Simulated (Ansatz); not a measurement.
Values for one crystal, relaxed and computed with r²SCAN in the plane-wave PAW code Ansatz; other levels are named.

- Volume per atom = 19.11 Å³
- Band gap = 0.74 eV (direct)
- Hole effective mass, band 2 of 2 at the edge = 0.19 along x, 5.2 along z (mₑ)
- Conduction-band minimum = at Γ
- Hole effective mass, band 1 of 2 at the edge = 1.5 along x, 5.2 along z (mₑ)
- Valence-band maximum = at Γ
- Electron effective mass = 0.20, 0.20, 2.1 mₑ (principal values)

### Question
Which compound is it?
A) PbS, rock salt
B) BeS, zinc blende
C) CdS, zinc blende
D) BaCu2S2, I4/mmm (Ba on 2a, Cu on 4d, S on 4e)

### Answer
D, BaCu2S2, I4/mmm (Ba on 2a, Cu on 4d, S on 4e)

The first step of the workflow began from a Materials Project structure, measured or hypothetical; the Crystallography Open Database copy checked does not list it. COD files the formula under space group No. 33, 62, so this cell is another polymorph or a model. Its standing as an ambient phase is unchecked. The r²SCAN relaxation kept the symmetry of its start; whether a distortion lowers the energy is not shown. The run is not spin-polarised. Spin–orbit coupling is left out wherever it is not named.

Potentials: the later of the program's two PAW sets.
